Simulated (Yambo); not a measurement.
KBH4 (space group P2_1/m, No. 11, within 0.06 Å of P4_2/nmc): the exchange self-energy on LDA orbitals (Yambo, 2×2×2 mesh) holds the Coulomb divergence, which is integrated with random points (RandQpts).

| random points | exchange-only gap Γ → (-0.5, -0.5, 0) (eV) | shift of the valence edge (eV) | gap against the reference (meV) |
|---|---|---|---|
| 1,000 | 14.26 | -4.14 | -8 |
| 10,000 | 14.17 | -4.03 | -102 |
| 100,000 | 14.29 | -4.18 | 18 |
| 1,000,000 | 14.28 | -4.17 | 8 |
| 5,000,000 | 14.27 | -4.16 | reference |

From 100,000 points on, the gap stays within 20 meV of the run with most points. The error is statistical; each row is a single draw, so the rows fix no rate of convergence.

Geometry of the Materials Project entry, not relaxed at this level; primitive cell a = 4.6634 Å, b = 4.6777 Å, c = 6.5486 Å, α = γ = 90.00°, β = 90.07°.

The structure is a Materials Project entry; no match was found in the copy of COD used, and its stability was not checked.

A shift is the quasiparticle energy of the state minus its LDA energy.
